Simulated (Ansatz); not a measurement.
Theory: DFT PBE, scalar-relativistic, plane waves, PAW, and for the lanthanide a 4f-in-core norm-conserving potential, in Ansatz 0.2.0. All cells share a 660 eV cutoff and Γ-centred k meshes spaced at most about 0.3 Å⁻¹ (about 0.25 or finer for metals, 2π included). No spin polarisation in the final relaxations.

Temperature and zero-point effects are left out.

Two forms of PrOs2C were relaxed alike.

1.

```xyz
4
Lattice="4.1554 0.0000 0.0000 -2.0777 3.5987 0.0000 0.0000 0.0000 4.9943" Properties=species:S:1:pos:R:3 pbc="T T T"
Pr    0.0000    0.0000    2.4972
Os    0.0000    2.3991    0.0000
Os    2.0777    1.1996    0.0000
C     0.0000    0.0000    0.0000
```

2.

```xyz
8
Lattice="3.9421 0.0000 0.0000 -1.9711 3.4140 0.0000 0.0000 0.0000 11.0154" Properties=species:S:1:pos:R:3 pbc="T T T"
Pr    0.0000    2.2760    2.7539
Pr    1.9711    1.1380    8.2616
Os    0.0000    2.2760   10.6053
Os    1.9711    1.1380    0.4101
Os    1.9711    1.1380    5.0976
Os    0.0000    2.2760    5.9179
C     0.0000    0.0000    5.5077
C     0.0000    0.0000    0.0000
```

Task: Which form is favoured at zero pressure, and by what margin per atom?

Result: Cell 1 is lower, by 208 meV/atom. Cell 1 has space group P6/mmm (No. 191), 18.7 Å³/atom and no gap on its mesh; cell 2 has space group P6_3/mmc (No. 194), 18.5 Å³/atom and no gap. Counting Os or Pr atoms around C (for each partner element, those within 1.25 times its shortest distance or 1.15 times the sum of covalent radii, where it is the nearest in units of that sum or under 1.3; a plus sign parts groups by distance over the sum of covalent radii), cell 1 has C 2+6 and cell 2 has C 6+6. Even the lower one lies +0.57 eV/atom against the reference forms of the elements (uncorrected), so neither is stable at this level. In cell 1, Pr is surrounded by 2 C at 2.50 Å, 12 Os at 3.46 Å and 6 Pr at 4.16 Å; around Os lie 3 C at 2.40 Å, 3 Os at 2.40 Å and 6 Pr at 3.46 Å; C has 6 Os at 2.40 Å and 2 Pr at 2.50 Å. In cell 2, around Pr lie 8 Os at 3.16–3.27 Å, 6 C at 3.57 Å and 6 Pr at 3.94 Å; Os is surrounded by 3 C at 2.31 Å, 3 Os at 2.42 Å and 4 Pr at 3.16–3.27 Å; C has 6 Os at 2.31 Å and 6 Pr at 3.57 Å. Both come from invented guesses.

These runs have no spin–orbit coupling, which can matter for Os. Cells relaxed within their symmetry can be saddle points.

The lanthanide is trivalent by construction, without f bands, f moments or other valences.
